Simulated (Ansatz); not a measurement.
TiAl$_{3}$:
```yaml
crystal:
  lattice:
    - [2.78212, 0.00000, 0.00000]
    - [0.00000, 4.67323, 0.00000]
    - [0.00000, 0.00000, 4.88989]
  atoms:
    - { symbol: Ti, position: [0.00000, 0.50000, 0.16324] }
    - { symbol: Al, position: [0.50000, 0.50000, 0.66416] }
    - { symbol: Al, position: [0.50000, 0.00000, 0.33293] }
    - { symbol: Al, position: [0.00000, 0.00000, 0.83967] }
```

This is the PBEsol-relaxed structure.

Problem. All from DFT-PBEsol in the program Ansatz with PAW potentials, unless another level is named. Give the density of states at the Fermi level.

Solution. 0.68 states/eV per atom (mean over ±0.08 eV).

Problem. Predict the formation energy from the elements (no fitted shifts).

Solution. -0.24 eV/atom.

Space group Pmm2. The workflow started from a Materials Project entry (that database holds measured and hypothetical structures alike); the Crystallography Open Database copy checked does not list it. With Ti and Al taken as one species the cell has the higher symmetry P6_3/mmc, so it may be an ordered model of a mixed-site phase. Whether it is the stable phase at ambient conditions was not checked. The PBEsol relaxation kept the symmetry of its start; its stability against distortions is not shown here. No spin polarisation was allowed. The references are the lowest solids computed at this level, not always the standard phases.

Potentials: the later of the program's two PAW sets.
